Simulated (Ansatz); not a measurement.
RbIO$_{3}$:
```
CELL_PARAMETERS angstrom
      3.20260     1.84902     2.63571
     -3.20260     1.84902     2.63571
      0.00000    -3.69805     2.63571
ATOMIC_POSITIONS crystal
  Rb 0.51327 0.51327 0.51327
  I  0.00091 0.00091 0.00091
  O  0.03692 0.60367 0.03692
  O  0.03692 0.03692 0.60367
  O  0.60367 0.03692 0.03692
```

r²SCAN in the plane-wave PAW code Ansatz gives a gap of 3.24 eV without spin–orbit coupling, maximum at T, minimum at T.

Question: What happens when spin–orbit coupling is switched on?

Answer: The gap drops by 0.23 eV, to 3.01 eV; maximum on the H0–L line, 7 % of the way from H0, minimum off the standard path, at k = (0.471, -0.490, -0.479) in fractions of the reciprocal vectors.

Space group R3m. The first step of the workflow began from a Materials Project structure, measured or hypothetical; the Crystallography Open Database copy checked does not list it. Its standing as an ambient phase is unchecked. The cell was relaxed with r²SCAN under the symmetry of its start; whether a distortion lowers the energy is not shown.

Potentials: the later of the program's two PAW sets.
